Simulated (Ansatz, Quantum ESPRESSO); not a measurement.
This is a calculation of Li2RuN2 for Quantum ESPRESSO 7.5. The cell comes from a database or a generator and needn't be the stable form of this composition.

The input pw.in:

```
&CONTROL
  calculation = 'scf'
  prefix = 'pwscf'
  outdir = './tmp'
  pseudo_dir = './pseudo'
  tprnfor = .true.
  tstress = .true.
  disk_io = 'nowf'
/
&SYSTEM
  ibrav = 0
  nat = 5
  ntyp = 3
  ecutwfc = 60
  ecutrho = 480
  nbnd = 24
  occupations = 'smearing'
  smearing = 'fd'
  degauss = 0.00367493
/
&ELECTRONS
  conv_thr = 1d-09
  electron_maxstep = 120
  mixing_beta = 0.5
/
ATOMIC_SPECIES
Ru   101.0700 Ru_ONCV_PBE-1.0.oncvpsp.upf
N     14.0070 N.pbe-n-radius_5.UPF
Li     6.9400 li_pbe_v1.4.uspp.F.UPF
CELL_PARAMETERS angstrom
   3.1642327038    0.0000000000    0.0000000000
  -1.5821163519    2.7403059050    0.0000000000
   0.0000000000    0.0000000000    5.2114500038
ATOMIC_POSITIONS crystal
Ru     0.0000000000    0.0000000000    0.0000000000
N      0.3333333333    0.6666666667    0.2130110000
N      0.6666666667    0.3333333333    0.7869890000
Li     0.3333333333    0.6666666667    0.6398200000
Li     0.6666666667    0.3333333333    0.3601800000
K_POINTS automatic
10 10 5 0 0 0
```

Potentials or basis: SSSP 1.3 efficiency PBE.

Launch:

```bash
$ OMP_NUM_THREADS=1 pw.x -in pw.in > pw.out
```

**Question.** Translate it to Ansatz 0.2.0. Potentials or basis there: Ansatz PAW, cutoff 420 eV.

**Answer.** As run (cutoffs and basis follow the program's own potentials, and thresholds, step limits or extra output files can differ):

input.yaml

```yaml
crystal:
  lattice:
    - [3.1642327038, 0.0, 0.0]
    - [-1.5821163519, 2.740305905, 0.0]
    - [0.0, 0.0, 5.2114500038]
  atoms:
    - { symbol: Ru, position: [0.0, 0.0, 0.0] }
    - { symbol: "N", position: [0.3333333333, 0.6666666667, 0.213011] }
    - { symbol: "N", position: [0.6666666667, 0.3333333333, 0.786989] }
    - { symbol: Li, position: [0.3333333333, 0.6666666667, 0.63982] }
    - { symbol: Li, position: [0.6666666667, 0.3333333333, 0.36018] }
hamiltonian:
  xc: pbe
  pseudopotentials: { kind: paw }
kpoints:
  mp_grid: { grid: [10, 10, 5] }
scf:
  occupations: { method: fermi_dirac, width: 0.05 }
output:
  forces: true
  stress: true
  eigenvalues: true
  write_density: true
  write_potential: true
  elf: true
  volumetric_format: npy
```

Potentials or basis: Ansatz PAW.

Launch:

```console
$ ansatz run input.yaml --threads 2 --pin off --max-ram 5120MiB --backend cpu --events-out ev --progress --plain --runs-dir out
```

Both were run:

|  | Quantum ESPRESSO | Ansatz |
| --- | --- | --- |
| Pressure | -2.8 GPa | -2.7 GPa |
| Largest force | 0.133 eV/Å | 0.155 eV/Å |

Ansatz's pressure holds a Pulay term of +0.42 GPa for its cutoff of 420 eV, which the other run lacks.

Where Ansatz's input types no cutoff or centring, it takes its own default and a Γ-centred mesh.

Pressure is positive in compression.
